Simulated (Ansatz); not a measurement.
TaNb3F2 (P-4m2)

These are results of DFT PBE, scalar-relativistic, plane waves, PAW in Ansatz 0.2.0, not measurements.

Cutoff 420 eV; k points 8×8×8 on the computed 6-atom cell (Γ-centred); Gaussian smearing, width 0.10 eV; no spin polarisation.

The structure is relaxed at this level of theory with its symmetry kept, and needn't be the ground state of this composition.

```
CELL_PARAMETERS angstrom
4.40565 0.00000 0.00000
0.00000 4.40565 0.00000
0.00000 0.00000 5.57544
ATOMIC_POSITIONS crystal
Ta 0.00000 0.00000 0.00000
Nb 0.00000 0.50000 0.25237
Nb 0.50000 0.00000 0.74763
Nb 0.00000 0.00000 0.50000
F 0.50000 0.50000 0.50000
F 0.50000 0.50000 0.00000
```

| Item | Value |
| --- | --- |
| Space group | P-4m2 (No. 115) |
| Volume per atom | 18.04 Å³ |
| Formation energy from the elements' standard states (uncorrected) | +0.204 eV/atom |
| Kohn–Sham band gap | none (metal) |
| Density of states at the Fermi level | 3.2 states/eV per cell |
| Orbital (Löwdin) character within 0.5 eV of the Fermi level | Nb 4d 64 %, Ta 5d 20 % |
| Bader charge by site (e) | Ta (1 in the cell) 0.28, Nb (2 in the cell) 0.53, Nb (1 in the cell) 0.25, F (1 in the cell) -0.81, F (1 in the cell) -0.80 |

Spin-orbit coupling is left out, which matters for the bands of heavy elements. Spin polarisation was left out, and a magnetic state may lie lower.

Another cell of TaNb3F2 relaxed alike, in P4/mmm, lies 0.34 eV/atom lower, so this cell isn't the stable form at this level.

The cell was found from a structure generator's guess, not taken from experiment. Löwdin shares on free-atom orbitals overweight diffuse shells.
